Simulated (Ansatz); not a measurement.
What does Ansatz print for the nuclei with this input?

The cell is a Materials Project structure (computed, not necessarily an observed phase), taken as it stands.

```yaml
crystal:
  lattice:
    - [7.5559562862, 0.0, 0.0]
    - [0.0, 2.938959, 0.0]
    - [-0.1952576231, 0.0, 15.9736918638]
  atoms:
    - { symbol: Al, position: [0.963657, 0.0, 0.995354] }
    - { symbol: Al, position: [0.239618, 0.5, 0.114037] }
    - { symbol: Al, position: [0.341515, 0.5, 0.41508] }
    - { symbol: Al, position: [0.644029, 0.5, 0.095364] }
    - { symbol: Al, position: [0.831722, 0.5, 0.830605] }
    - { symbol: Al, position: [0.644403, 0.5, 0.577691] }
    - { symbol: Al, position: [0.735343, 0.5, 0.396526] }
    - { symbol: Al, position: [0.488425, 0.0, 0.255983] }
    - { symbol: Al, position: [0.009138, 0.0, 0.510124] }
    - { symbol: Al, position: [0.494209, 0.0, 0.74177] }
    - { symbol: Si, position: [0.3337, 0.5, 0.936931] }
    - { symbol: Si, position: [0.129593, 0.5, 0.681465] }
    - { symbol: O, position: [0.86075, 0.0, 0.413636] }
    - { symbol: O, position: [0.851021, 0.0, 0.890247] }
    - { symbol: O, position: [0.978903, 0.5, 0.748748] }
    - { symbol: O, position: [0.358782, 0.5, 0.205863] }
    - { symbol: O, position: [0.328347, 0.5, 0.72536] }
    - { symbol: O, position: [0.428685, 0.5, 0.031474] }
    - { symbol: O, position: [0.620245, 0.5, 0.301532] }
    - { symbol: O, position: [0.553064, 0.5, 0.473668] }
    - { symbol: O, position: [0.617686, 0.5, 0.784291] }
    - { symbol: O, position: [0.155821, 0.5, 0.481627] }
    - { symbol: O, position: [0.83283, 0.5, 0.032372] }
    - { symbol: O, position: [0.12201, 0.5, 0.951842] }
    - { symbol: O, position: [0.873428, 0.5, 0.557238] }
    - { symbol: O, position: [0.121584, 0.0, 0.091376] }
    - { symbol: O, position: [0.129536, 0.0, 0.627944] }
    - { symbol: O, position: [0.34199, 0.0, 0.354788] }
    - { symbol: O, position: [0.631589, 0.0, 0.152543] }
    - { symbol: O, position: [0.384638, 0.0, 0.8903] }
    - { symbol: O, position: [0.580143, 0.0, 0.63307] }
kpoints:
  mp_grid: { grid: [3, 7, 2] }
scf:
  occupations: { method: fermi_dirac, width: 0.02 }
hamiltonian:
  xc: pbe
  pseudopotentials: { kind: paw }
output:
  forces: true
  stress: true
  populations: true
  efg:
    quadrupole_moments_barn: { Al: 0.1466, O: -0.02558 }
    contact_densities: true
```

```sh
ansatz run input.yaml --threads 1 --pin off --max-ram 2560MiB --backend cpu --events-out ev --progress --plain --runs-dir out
```

Of the output, the block on the nuclei alone is shown; the set-up, the SCF iterations, energies, forces and stress are cut. One atom of each set with nearly equal values is shown.

```
--- PAW observables at the nuclei: V_zz in 10²¹ V/m², potentials from the cell's mean, atoms counted from 1 ---
  atom   1  Al V_zz =    +1.082749   η = 0.5629   by run symmetry: allowed   C_q = +3.8381 MHz
            electrostatic potential = -1226.854472 V   contact ρ = 10077.955565 e/Å³
  atom   2  Al V_zz =    +4.463656   η = 0.3999   by run symmetry: allowed   C_q = +15.8226 MHz
            electrostatic potential = -1227.796732 V   contact ρ = 10080.579387 e/Å³
  atom   3  Al V_zz =    +1.751785   η = 0.5618   by run symmetry: allowed   C_q = +6.2097 MHz
            electrostatic potential = -1228.511661 V   contact ρ = 10080.269823 e/Å³
  atom   4  Al V_zz =    +3.668259   η = 0.4667   by run symmetry: allowed   C_q = +13.0031 MHz
            electrostatic potential = -1227.906321 V   contact ρ = 10080.311451 e/Å³
  atom   5  Al V_zz =    +0.532746   η = 0.9491   by run symmetry: allowed   C_q = +1.8885 MHz
            electrostatic potential = -1228.305483 V   contact ρ = 10080.025659 e/Å³
  atom   6  Al V_zz =    -0.798337   η = 0.1685   by run symmetry: allowed   C_q = -2.8299 MHz
            electrostatic potential = -1227.876933 V   contact ρ = 10080.207030 e/Å³
  atom   7  Al V_zz =    +2.192870   η = 0.4395   by run symmetry: allowed   C_q = +7.7732 MHz
            electrostatic potential = -1228.402411 V   contact ρ = 10080.386265 e/Å³
  atom   8  Al V_zz =    +1.063933   η = 0.9970   by run symmetry: allowed   C_q = +3.7714 MHz
            electrostatic potential = -1227.574904 V   contact ρ = 10077.785999 e/Å³
  atom   9  Al V_zz =    +1.773787   η = 0.6536   by run symmetry: allowed   C_q = +6.2877 MHz
            electrostatic potential = -1227.217941 V   contact ρ = 10078.042139 e/Å³
  atom  10  Al V_zz =    +2.334823   η = 0.7625   by run symmetry: allowed   C_q = +8.2764 MHz
            electrostatic potential = -1226.396915 V   contact ρ = 10078.364900 e/Å³
  atom  11  Si V_zz =    +2.261896   η = 0.6043   by run symmetry: allowed
            electrostatic potential = -1355.140473 V   contact ρ = 12802.558351 e/Å³
  atom  12  Si V_zz =    -3.661433   η = 0.5877   by run symmetry: allowed
            electrostatic potential = -1355.864172 V   contact ρ = 12802.209582 e/Å³
  atom  13  O  V_zz =    -4.869493   η = 0.1795   by run symmetry: allowed   C_q = +3.0119 MHz
            electrostatic potential = -621.557126 V   contact ρ = 2154.440379 e/Å³
  atom  14  O  V_zz =    -5.464517   η = 0.1975   by run symmetry: allowed   C_q = +3.3799 MHz
            electrostatic potential = -621.384006 V   contact ρ = 2153.980514 e/Å³
  atom  15  O  V_zz =    +7.968976   η = 0.0818   by run symmetry: allowed   C_q = -4.9290 MHz
            electrostatic potential = -621.536680 V   contact ρ = 2153.831426 e/Å³
  atom  16  O  V_zz =    -4.957221   η = 0.2108   by run symmetry: allowed   C_q = +3.0661 MHz
            electrostatic potential = -621.993818 V   contact ρ = 2154.741097 e/Å³
  atom  17  O  V_zz =    -6.349165   η = 0.5273   by run symmetry: allowed   C_q = +3.9271 MHz
            electrostatic potential = -620.556977 V   contact ρ = 2154.648042 e/Å³
  atom  18  O  V_zz =    -7.477396   η = 0.7620   by run symmetry: allowed   C_q = +4.6249 MHz
            electrostatic potential = -619.969443 V   contact ρ = 2154.552942 e/Å³
  atom  19  O  V_zz =    -5.048365   η = 0.0783   by run symmetry: allowed   C_q = +3.1225 MHz
            electrostatic potential = -622.211413 V   contact ρ = 2154.621555 e/Å³
  atom  20  O  V_zz =    -5.719233   η = 0.2546   by run symmetry: allowed   C_q = +3.5375 MHz
            electrostatic potential = -621.335254 V   contact ρ = 2154.363382 e/Å³
  atom  21  O  V_zz =    -5.226976   η = 0.4010   by run symmetry: allowed   C_q = +3.2330 MHz
            electrostatic potential = -621.303657 V   contact ρ = 2154.262938 e/Å³
  atom  22  O  V_zz =    -5.363121   η = 0.0077   by run symmetry: allowed   C_q = +3.3172 MHz
            electrostatic potential = -621.869056 V   contact ρ = 2154.390464 e/Å³
  atom  23  O  V_zz =    -6.102748   η = 0.2273   by run symmetry: allowed   C_q = +3.7747 MHz
            electrostatic potential = -621.434635 V   contact ρ = 2154.080505 e/Å³
  atom  24  O  V_zz =    +6.283210   η = 0.6941   by run symmetry: allowed   C_q = -3.8863 MHz
            electrostatic potential = -620.677887 V   contact ρ = 2155.098024 e/Å³
  atom  25  O  V_zz =    -4.020637   η = 0.2640   by run symmetry: allowed   C_q = +2.4869 MHz
            electrostatic potential = -621.804316 V   contact ρ = 2154.960305 e/Å³
  atom  26  O  V_zz =    -4.911500   η = 0.1736   by run symmetry: allowed   C_q = +3.0379 MHz
            electrostatic potential = -621.040184 V   contact ρ = 2154.437677 e/Å³
  atom  27  O  V_zz =    -9.589856   η = 0.9498   by run symmetry: allowed   C_q = +5.9315 MHz
            electrostatic potential = -619.875116 V   contact ρ = 2154.649915 e/Å³
  atom  28  O  V_zz =    -4.978738   η = 0.2705   by run symmetry: allowed   C_q = +3.0795 MHz
            electrostatic potential = -621.984614 V   contact ρ = 2154.494937 e/Å³
  atom  29  O  V_zz =    -4.928896   η = 0.2517   by run symmetry: allowed   C_q = +3.0486 MHz
            electrostatic potential = -621.615277 V   contact ρ = 2154.542484 e/Å³
  atom  30  O  V_zz =   +10.313871   η = 0.7030   by run symmetry: allowed   C_q = -6.3794 MHz
            electrostatic potential = -619.412275 V   contact ρ = 2154.992666 e/Å³
  atom  31  O  V_zz =    -5.827070   η = 0.2270   by run symmetry: allowed   C_q = +3.6042 MHz
            electrostatic potential = -620.849736 V   contact ρ = 2154.006529 e/Å³
```

The run took 50 s of wall time (50 s of CPU time) and 0.85 GiB at its peak, on 1 thread of Intel Xeon 6975P-C (Granite Rapids) (x86_64; 16 cores open to the job, memory cap 2.5 GiB, no GPU), a shared host with a load of 0.4 a core.
